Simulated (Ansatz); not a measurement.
**Pt: energy along a strain**

Pt, Im-3m, a = 3.121 Å. This isn't the element's structure at ambient conditions. Ansatz: PBEsol, PAW, 420 eV, Γ-centred 26×26×26 mesh on 1 atom, Gaussian smearing 0.15 eV; no spin polarisation. Cell vectors (Å): -1.560 1.560 1.560; 1.560 -1.560 1.560; 1.560 1.560 -1.560. The cell is strained by x per cent times the pattern (0 0 1 0 0 0) in the order xx yy zz yz xz xy (engineering shears), with fractional coordinates held. y is the free energy over the start, V0 = 15.199 Å³/atom.

```tsv
x (%)	y (meV/atom)
-6.00	40.75
-3.00	?
0.00	0.00
1.50	2.02
4.50	18.41
6.00	32.41
```

Problem. Fit y = c1 x + c2 x² + c3 x³ to the other rows, get the stiffness along the pattern, and predict the missing energy.

Solution. Least squares on the rows shown. y = −0.18212 x + 1.0158 x² − 0.014284 x³. The clamped-ion stiffness p·C·p = 2 × 10.16 eV × 160.2 / 15.199 Å³ = 214 GPa, which is C33 in these axes (C11 of the cubic crystal); c1 is there for the stress left in the start, which by itself gives a slope of -0.10 meV/atom per %. The pressures of the same runs give B = −dP/dε = 291 GPa; in a cubic crystal a longitudinal stiffness under B means a negative shear constant, so this lattice is unstable. At x = -3.00 the fit asked for gives 10.07 meV/atom. The run gave 9.66 meV/atom, so the fit is 0.41 meV/atom too high, 1 % of the span of the series, against an rms of 0.04 meV/atom on the fitted rows. With a term in x⁴ added, a fit to the same known rows (none to spare) predicts 9.77 meV/atom, so most of the miss is curvature that the known rows already hold.

Spin–orbit coupling is left out, which can shift energies with elements as heavy as these.

Cost: 6 runs of about 1.4 core-minutes in all, on Arm Neoverse V1 (shared hosts).